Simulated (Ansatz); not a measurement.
## Y (Fm-3m), a film clamped to a substrate

These are results of DFT PBEsol, scalar-relativistic, plane waves, PAW (Ansatz 0.2.0), not measurements. The runs took a 420 eV cutoff, a Γ-centred 16×16×16 mesh and Gaussian smearing (0.15 eV). No spin polarisation. Energies are free energies at this smearing, counted from the undisturbed cell; pressure is positive in compression.

The starting cell (as given, not relaxed at this level; it stands at 0.2 GPa; this fcc form isn't the usual structure):

```
CELL_PARAMETERS angstrom
0.00000 2.48500 2.48500
2.48500 0.00000 2.48500
2.48500 2.48500 0.00000
ATOMIC_POSITIONS crystal
Y 0.00000 0.00000 0.00000
```

The cell (1 atom, V0 = 30.69 Å³) is strained by p along both x and y and by q along z, fractional coordinates fixed. τp = (1/V0) ∂E/∂p = (σxx + σyy)(1 + p)(1 + q) and τq = (1/V0) ∂E/∂q = σzz(1 + p)², with tension positive.

| p | q | ΔE (meV/atom) | τp (GPa) | τq (GPa) |
| --- | --- | --- | --- | --- |
| 0.000 | 0.000 | 0.00 | -0.39 | -0.19 |
| -0.025 | 0.000 | 13.73 | -5.46 | -1.87 |
| 0.025 | 0.000 | 8.94 | 4.02 | 1.35 |
| 0.000 | -0.025 | 4.75 | -2.07 | -1.81 |
| 0.000 | 0.025 | 2.72 | 1.14 | 1.32 |

Problem. Get the second derivatives of the energy density.

Solution. Central differences give A = ∂τp/∂p = 190 GPa (C11 + C22 + 2 C12), C = ∂τq/∂q = 63 GPa (C33) and the cross term B = ∂τq/∂p = 64 GPa (C13 + C23); ∂τp/∂q = 64 GPa must equal B, and any difference shows higher-order terms. The ions are clamped. In a cubic crystal C11 = C = 63, C12 = B/2 = 32 GPa and A should be 2(C11 + C12) = 190 GPa; the bulk modulus is (C11 + 2 C12)/3 = 42 GPa.

Problem. A film of this crystal grows with z along the normal on a substrate that imposes p. How does its thickness respond, and what does the misfit cost?

Solution. Count p and q from the stress-free cell. A free surface needs τq = 0, so q = −(B/C) p = -1.03 p. The energy density left is (A − B²/C) p²/2 = M p², with the biaxial modulus M = 62 GPa; a misfit of 1 % costs 1.18 meV/atom, against 1.82 meV/atom if the thickness were held.

In a metal these slopes depend on the k mesh and the smearing.